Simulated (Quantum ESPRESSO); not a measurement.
# Computed records: Al2ZnClF7 (made-up cell, one site empty)

Calculation on a made-up crystal cell, not a measurement, run twice, once with a planted mistake found by running each candidate: periodic Kohn-Sham density functional theory in plane waves with PseudoDojo standard norm-conserving scalar-relativistic pseudopotentials, each functional with its own files (v0.5 for PBE, v0.4.1 for LDA and PBEsol), no spin polarisation, no spin-orbit coupling, atoms not relaxed, stress positive in tension, energies less a fixed whole-eV offset for each atom's element; levels are Kohn-Sham levels at fractions of this cell's reciprocal vectors, counted from the reference band (half the neutral cell's valence electrons, rounded up) at Gamma; error bars cover cutoff and k-mesh only, not smearing or the files; each bar is the largest change over components, and at least 0.002 eV, 0.002 eV per angstrom or 0.02 GPa; a charged cell sits in a uniform background, with energy and stress on this program's zero of potential; no dispersion term; energies are for the whole cell, and the offsets were chosen from early runs and are not element reference energies; a distance is the largest change of any value in units of its error bar (the energy's for the smearing term), a scale change is of lengths, and a coarse mesh keeps the half-step shift. Program: Quantum ESPRESSO 7.5.

Common to all entries: lattice type rutile, doubled along c; empty site 4; intended functional pbe; intended cutoff 1143 eV; intended fermi dirac smearing 0.025 eV; intended scf tolerance 1e-07 eV; intended electrons removed 0; healthy free energy less offsets 34.245 eV; healthy scf iterations 10; healthy smearing term minus ts 0 eV; healthy pressure -1 GPa; healthy stress xx -0.49 GPa; healthy stress yy -0.5 GPa; healthy stress zz 3.99 GPa; healthy stress yz 1.48 GPa; healthy stress xz -0.68 GPa; healthy stress xy 7.98 GPa; healthy reference band 41; faulty reference band 41; candidate k points along each vector 2; candidate cutoff 634 eV; candidate smearing 0.43 eV; candidate functional lda; candidate scf tolerance 0.9 eV; candidate electrons removed 1; candidate scale change 0.99 percent; candidate first exchanged site 10; candidate second exchanged site 12; intended k mesh 5 x 5 x 4, shifted by half a step; structure shown as intended, without the mistake.

```json
{"entry": 1, "formula": "Al2ZnClF7", "kind": "made-up cell, one site empty", "intended_structure": {"cell_angstrom": [[4.678, 0.0, 0.0], [0.0, 4.678, 0.0], [0.0, 0.0, 6.2373]], "atoms_fractional": [["Zn", -0.00041, -0.0025, -0.00207], ["Al", 0.50286, 0.50032, 0.22779], ["Al", 0.00293, 0.00449, 0.506], ["F", 0.30475, 0.29472, -0.00502], ["F", 0.69416, 0.70282, 0.00128], ["F", 0.80498, 0.19654, 0.25702], ["F", 0.1773, 0.80297, 0.2567], ["F", 0.30633, 0.30652, 0.49863], ["F", 0.7053, 0.68869, 0.49392], ["F", 0.80983, 0.1963, 0.74513], ["Cl", 0.19044, 0.80167, 0.74983]]}, "given": {"faulty_free_energy_less_offsets [eV]": 62.768, "faulty_scf_iterations": 10, "faulty_smearing_term_minus_ts [eV]": 0.0, "faulty_pressure [GPa]": -167.5, "faulty_stress_xx [GPa]": 166.27, "faulty_stress_yy [GPa]": 166.28, "faulty_stress_zz [GPa]": 169.96, "faulty_stress_yz [GPa]": 1.26, "faulty_stress_xz [GPa]": -0.55, "faulty_stress_xy [GPa]": 7.94, "atom_site": [1, 2, 3, 5, 6, 7, 8, 9, 10, 11, 12], "atom_energy_offset [eV]": [-5687, -64, -64, -677, -677, -677, -677, -677, -677, -677, -449], "healthy_force_site": [1, 2, 3, 5, 6, 7, 8, 9, 10, 11, 12], "healthy_force_x [eV/angstrom]": [-1.718, 0.054, -2.226, 1.254, -1.452, -0.557, 1.026, -0.608, 0.072, -0.01, 4.164], "healthy_force_y [eV/angstrom]": [1.905, -0.082, 2.227, 1.487, -1.313, 0.571, -0.619, -0.592, 0.686, -0.03, -4.239], "healthy_force_z [eV/angstrom]": [0.904, 0.058, -0.737, 2.924, 2.707, 0.919, 1.184, -2.617, -2.518, -1.817, -1.008], "healthy_level_k_point": ["Gamma", "(1/2,1/2,1/2)", "(0.15,0,0)", "(0,0.15,0)", "(0,0,0.15)"], "healthy_next_band_up [eV]": [3.114, 5.116, 3.377, 3.378, 3.272], "faulty_force_site": [1, 2, 3, 5, 6, 7, 8, 9, 10, 11, 12], "faulty_force_x [eV/angstrom]": [-1.65, 0.063, -2.232, 1.086, -1.224, -0.62, 0.981, -0.681, 0.095, 0.041, 4.141], "faulty_force_y [eV/angstrom]": [1.807, -0.082, 2.24, 1.303, -1.103, 0.635, -0.603, -0.657, 0.726, -0.054, -4.212], "faulty_force_z [eV/angstrom]": [0.819, 0.039, -0.773, 2.904, 2.686, 0.971, 1.128, -2.636, -2.462, -1.734, -0.942], "faulty_level_k_point": ["Gamma", "(1/2,1/2,1/2)", "(0.15,0,0)", "(0,0.15,0)", "(0,0,0.15)"], "faulty_next_band_up [eV]": [3.073, 5.18, 3.342, 3.344, 3.234], "candidate_mistake": ["coarse kmesh", "low cutoff", "wide smearing", "wrong functional", "loose scf", "wrong charge", "cell scaled", "atoms exchanged"]}, "results": {"fault_kind": "low cutoff", "other_mistakes_compared": 7, "distance_from_healthy [error bars]": 9438.0, "distance_from_nearest_other_mistake [error bars]": 7925.0, "healthy_error_bar_energy [eV]": 0.003022, "healthy_error_bar_stress [GPa]": 0.02, "healthy_error_bar_force [eV/angstrom]": 0.002, "healthy_error_bar_next_band_up [eV]": 0.002}}
{"entry": 2, "formula": "Al2ZnClF7", "kind": "made-up cell, one site empty", "intended_structure": {"cell_angstrom": [[4.678, 0.0, 0.0], [0.0, 4.678, 0.0], [0.0, 0.0, 6.2373]], "atoms_fractional": [["Zn", -0.00041, -0.0025, -0.00207], ["Al", 0.50286, 0.50032, 0.22779], ["Al", 0.00293, 0.00449, 0.506], ["F", 0.30475, 0.29472, -0.00502], ["F", 0.69416, 0.70282, 0.00128], ["F", 0.80498, 0.19654, 0.25702], ["F", 0.1773, 0.80297, 0.2567], ["F", 0.30633, 0.30652, 0.49863], ["F", 0.7053, 0.68869, 0.49392], ["F", 0.80983, 0.1963, 0.74513], ["Cl", 0.19044, 0.80167, 0.74983]]}, "given": {"faulty_free_energy_less_offsets [eV]": 34.23, "faulty_scf_iterations": 10, "faulty_smearing_term_minus_ts [eV]": -0.084, "faulty_pressure [GPa]": -0.88, "faulty_stress_xx [GPa]": -0.53, "faulty_stress_yy [GPa]": -0.54, "faulty_stress_zz [GPa]": 3.72, "faulty_stress_yz [GPa]": 1.49, "faulty_stress_xz [GPa]": -0.69, "faulty_stress_xy [GPa]": 7.98, "atom_site": [1, 2, 3, 5, 6, 7, 8, 9, 10, 11, 12], "atom_energy_offset [eV]": [-5687, -64, -64, -677, -677, -677, -677, -677, -677, -677, -449], "healthy_force_site": [1, 2, 3, 5, 6, 7, 8, 9, 10, 11, 12], "healthy_force_x [eV/angstrom]": [-1.718, 0.054, -2.226, 1.254, -1.452, -0.557, 1.026, -0.608, 0.072, -0.01, 4.164], "healthy_force_y [eV/angstrom]": [1.905, -0.082, 2.227, 1.487, -1.313, 0.571, -0.619, -0.592, 0.686, -0.03, -4.239], "healthy_force_z [eV/angstrom]": [0.904, 0.058, -0.737, 2.924, 2.707, 0.919, 1.184, -2.617, -2.518, -1.817, -1.008], "healthy_level_k_point": ["Gamma", "(1/2,1/2,1/2)", "(0.15,0,0)", "(0,0.15,0)", "(0,0,0.15)"], "healthy_next_band_up [eV]": [3.114, 5.116, 3.377, 3.378, 3.272], "faulty_force_site": [1, 2, 3, 5, 6, 7, 8, 9, 10, 11, 12], "faulty_force_x [eV/angstrom]": [-1.718, 0.055, -2.227, 1.24, -1.438, -0.55, 1.017, -0.618, 0.083, -0.003, 4.159], "faulty_force_y [eV/angstrom]": [1.906, -0.083, 2.23, 1.473, -1.299, 0.564, -0.611, -0.601, 0.695, -0.038, -4.236], "faulty_force_z [eV/angstrom]": [0.936, 0.06, -0.792, 2.892, 2.677, 0.916, 1.181, -2.585, -2.488, -1.805, -0.994], "faulty_level_k_point": ["Gamma", "(1/2,1/2,1/2)", "(0.15,0,0)", "(0,0.15,0)", "(0,0,0.15)"], "faulty_next_band_up [eV]": [3.15, 5.161, 3.414, 3.415, 3.309], "candidate_mistake": ["coarse kmesh", "low cutoff", "wide smearing", "wrong functional", "loose scf", "wrong charge", "cell scaled", "atoms exchanged"]}, "results": {"fault_kind": "wide smearing", "other_mistakes_compared": 7, "distance_from_healthy [error bars]": 27.7, "distance_from_nearest_other_mistake [error bars]": 27.7, "healthy_error_bar_energy [eV]": 0.003022, "healthy_error_bar_stress [GPa]": 0.02, "healthy_error_bar_force [eV/angstrom]": 0.002, "healthy_error_bar_next_band_up [eV]": 0.002}}
{"entry": 3, "formula": "Al2ZnClF7", "kind": "made-up cell, one site empty", "intended_structure": {"cell_angstrom": [[4.678, 0.0, 0.0], [0.0, 4.678, 0.0], [0.0, 0.0, 6.2373]], "atoms_fractional": [["Zn", -0.00041, -0.0025, -0.00207], ["Al", 0.50286, 0.50032, 0.22779], ["Al", 0.00293, 0.00449, 0.506], ["F", 0.30475, 0.29472, -0.00502], ["F", 0.69416, 0.70282, 0.00128], ["F", 0.80498, 0.19654, 0.25702], ["F", 0.1773, 0.80297, 0.2567], ["F", 0.30633, 0.30652, 0.49863], ["F", 0.7053, 0.68869, 0.49392], ["F", 0.80983, 0.1963, 0.74513], ["Cl", 0.19044, 0.80167, 0.74983]]}, "given": {"faulty_free_energy_less_offsets [eV]": 34.405, "faulty_scf_iterations": 3, "faulty_smearing_term_minus_ts [eV]": 0.0, "faulty_pressure [GPa]": -3.76, "faulty_stress_xx [GPa]": 2.61, "faulty_stress_yy [GPa]": 2.58, "faulty_stress_zz [GPa]": 6.08, "faulty_stress_yz [GPa]": 1.29, "faulty_stress_xz [GPa]": -0.57, "faulty_stress_xy [GPa]": 9.45, "atom_site": [1, 2, 3, 5, 6, 7, 8, 9, 10, 11, 12], "atom_energy_offset [eV]": [-5687, -64, -64, -677, -677, -677, -677, -677, -677, -677, -449], "healthy_force_site": [1, 2, 3, 5, 6, 7, 8, 9, 10, 11, 12], "healthy_force_x [eV/angstrom]": [-1.718, 0.054, -2.226, 1.254, -1.452, -0.557, 1.026, -0.608, 0.072, -0.01, 4.164], "healthy_force_y [eV/angstrom]": [1.905, -0.082, 2.227, 1.487, -1.313, 0.571, -0.619, -0.592, 0.686, -0.03, -4.239], "healthy_force_z [eV/angstrom]": [0.904, 0.058, -0.737, 2.924, 2.707, 0.919, 1.184, -2.617, -2.518, -1.817, -1.008], "healthy_level_k_point": ["Gamma", "(1/2,1/2,1/2)", "(0.15,0,0)", "(0,0.15,0)", "(0,0,0.15)"], "healthy_next_band_up [eV]": [3.114, 5.116, 3.377, 3.378, 3.272], "faulty_force_site": [1, 2, 3, 5, 6, 7, 8, 9, 10, 11, 12], "faulty_force_x [eV/angstrom]": [-1.636, 0.023, -2.204, 1.343, -1.626, -0.568, 0.998, -0.755, 0.148, 0.221, 4.054], "faulty_force_y [eV/angstrom]": [1.788, -0.02, 2.202, 1.672, -1.41, 0.567, -0.588, -0.654, 0.802, -0.253, -4.106], "faulty_force_z [eV/angstrom]": [1.283, 0.029, -0.965, 2.983, 2.741, 0.831, 1.165, -2.558, -2.485, -2.033, -0.992], "faulty_level_k_point": ["Gamma", "(1/2,1/2,1/2)", "(0.15,0,0)", "(0,0.15,0)", "(0,0,0.15)"], "faulty_next_band_up [eV]": [2.886, 4.874, 3.147, 3.149, 3.046], "candidate_mistake": ["coarse kmesh", "low cutoff", "wide smearing", "wrong functional", "loose scf", "wrong charge", "cell scaled", "atoms exchanged"]}, "results": {"fault_kind": "loose scf", "other_mistakes_compared": 7, "distance_from_healthy [error bars]": 189.3, "distance_from_nearest_other_mistake [error bars]": 173.4, "healthy_error_bar_energy [eV]": 0.003022, "healthy_error_bar_stress [GPa]": 0.02, "healthy_error_bar_force [eV/angstrom]": 0.002, "healthy_error_bar_next_band_up [eV]": 0.002}}
{"entry": 4, "formula": "Al2ZnClF7", "kind": "made-up cell, one site empty", "intended_structure": {"cell_angstrom": [[4.678, 0.0, 0.0], [0.0, 4.678, 0.0], [0.0, 0.0, 6.2373]], "atoms_fractional": [["Zn", -0.00041, -0.0025, -0.00207], ["Al", 0.50286, 0.50032, 0.22779], ["Al", 0.00293, 0.00449, 0.506], ["F", 0.30475, 0.29472, -0.00502], ["F", 0.69416, 0.70282, 0.00128], ["F", 0.80498, 0.19654, 0.25702], ["F", 0.1773, 0.80297, 0.2567], ["F", 0.30633, 0.30652, 0.49863], ["F", 0.7053, 0.68869, 0.49392], ["F", 0.80983, 0.1963, 0.74513], ["Cl", 0.19044, 0.80167, 0.74983]]}, "given": {"faulty_free_energy_less_offsets [eV]": 30.899, "faulty_scf_iterations": 15, "faulty_smearing_term_minus_ts [eV]": -0.026, "faulty_pressure [GPa]": -16.39, "faulty_stress_xx [GPa]": 16.97, "faulty_stress_yy [GPa]": 17.16, "faulty_stress_zz [GPa]": 15.05, "faulty_stress_yz [GPa]": 2.57, "faulty_stress_xz [GPa]": -1.67, "faulty_stress_xy [GPa]": 7.16, "atom_site": [1, 2, 3, 5, 6, 7, 8, 9, 10, 11, 12], "atom_energy_offset [eV]": [-5687, -64, -64, -677, -677, -677, -677, -677, -677, -677, -449], "healthy_force_site": [1, 2, 3, 5, 6, 7, 8, 9, 10, 11, 12], "healthy_force_x [eV/angstrom]": [-1.718, 0.054, -2.226, 1.254, -1.452, -0.557, 1.026, -0.608, 0.072, -0.01, 4.164], "healthy_force_y [eV/angstrom]": [1.905, -0.082, 2.227, 1.487, -1.313, 0.571, -0.619, -0.592, 0.686, -0.03, -4.239], "healthy_force_z [eV/angstrom]": [0.904, 0.058, -0.737, 2.924, 2.707, 0.919, 1.184, -2.617, -2.518, -1.817, -1.008], "healthy_level_k_point": ["Gamma", "(1/2,1/2,1/2)", "(0.15,0,0)", "(0,0.15,0)", "(0,0,0.15)"], "healthy_next_band_up [eV]": [3.114, 5.116, 3.377, 3.378, 3.272], "faulty_force_site": [1, 2, 3, 5, 6, 7, 8, 9, 10, 11, 12], "faulty_force_x [eV/angstrom]": [-1.861, 0.149, -2.504, 0.878, -1.096, -0.382, 0.941, -0.695, 0.059, 0.607, 3.904], "faulty_force_y [eV/angstrom]": [2.003, -0.104, 2.489, 1.109, -0.97, 0.395, -0.532, -0.487, 0.759, -0.642, -4.02], "faulty_force_z [eV/angstrom]": [1.878, 0.321, -2.784, 2.2, 2.058, 0.625, 1.007, -1.978, -1.927, -1.295, -0.105], "faulty_level_k_point": ["Gamma", "(1/2,1/2,1/2)", "(0.15,0,0)", "(0,0.15,0)", "(0,0,0.15)"], "faulty_next_band_up [eV]": [4.533, 6.696, 4.791, 4.792, 4.691], "candidate_mistake": ["coarse kmesh", "low cutoff", "wide smearing", "wrong functional", "loose scf", "wrong charge", "cell scaled", "atoms exchanged"]}, "results": {}}
```

## Withheld values
1. Give the missing fault kind for Al2ZnClF7 (made-up cell, one site empty) (entry 4).

Answers
1. wrong charge

Further results for Al2ZnClF7 (made-up cell, one site empty) (entry 4):

| Property | Result |
| --- | --- |
| other mistakes compared | 7 |
| distance from healthy | 1107 error bars |
| distance from nearest other mistake | 1102 error bars |
| healthy error bar energy | 0.003022 eV |
| healthy error bar stress | 0.02 GPa |
| healthy error bar force | 0.002 eV/Å |
| healthy error bar next band up | 0.002 eV |
